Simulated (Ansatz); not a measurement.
Calculated Ga-69 NMR of the central transition for GaAgP2Se6

Cell: a Materials Project structure (computed, not necessarily an observed phase).

Space group P-31c (No. 163); a = 6.3923, c = 13.8450 Å, γ = 120.00°.

```csv
site,Wyckoff,site symmetry,x,y,z
Ga,2a,3.2,0.0000,0.0000,0.2500
Ag,2d,3.2,0.3333,0.6667,0.7500
P,4f,3..,0.6667,0.3333,0.6698
Se,12i,1,0.6795,0.9803,0.1263
```

One atom of each set is listed.

All values are calculated (Ansatz; DFT, PBE, plane waves and PAW, scalar-relativistic, 420 eV cutoff, Γ-centred 5×5×2 k-points, Fermi–Dirac smearing 0.02 eV), not measured.

Ga-69 has I = 3/2 and Q = 171.0 mb (Pyykkö 2018); at 35.2 T its Larmor frequency is ν₀ = 360.7 MHz. Only the quadrupole interaction is simulated: positions count from each site's isotropic chemical shift, and J coupling is left out, as are shift anisotropy and dipolar coupling, which fast spinning averages.

(1) Simulate the second-order pattern (fast magic-angle spinning, Gaussian broadening 0.2 kHz) of site Ga (6 Se at 2.62 Å).

Answers

(1) The calculation gives C_Q = -6.05 MHz and η = 0.00, so ν_Q = 3.02 MHz and the centre of gravity lies at -7.02 ppm (-2.53 kHz).

offset (kHz), height and a bar:
```
   -6.554          0 
   -6.296          4 #
   -6.037          6 ##
   -5.778          6 ##
   -5.520          6 ##
   -5.261          6 ##
   -5.003          7 ##
   -4.744          7 ##
   -4.485          7 ##
   -4.227         10 ###
   -3.968         77 #######################
   -3.710         74 ######################
   -3.451         53 ################
   -3.192         47 ##############
   -2.934         44 #############
   -2.675         43 #############
   -2.417         43 #############
   -2.158         44 #############
   -1.899         47 ##############
   -1.641         53 ################
   -1.382         64 ###################
   -1.123        100 ##############################
   -0.865         84 #########################
   -0.606          1
```

An axis of threefold or higher order runs through Ga, so V_zz lies along it and η is zero.

The largest force is 0.3 eV/Å, so the atoms aren't at the calculated equilibrium and relaxing them would move these values.

The run took 83 s of wall time (84 s of CPU time) and 1.2 GiB at its peak, on 1 thread of Arm Neoverse V1 (aarch64; 8 cores open to the job, memory cap 2.5 GiB, no GPU), a shared host with a load of 0.6 a core.
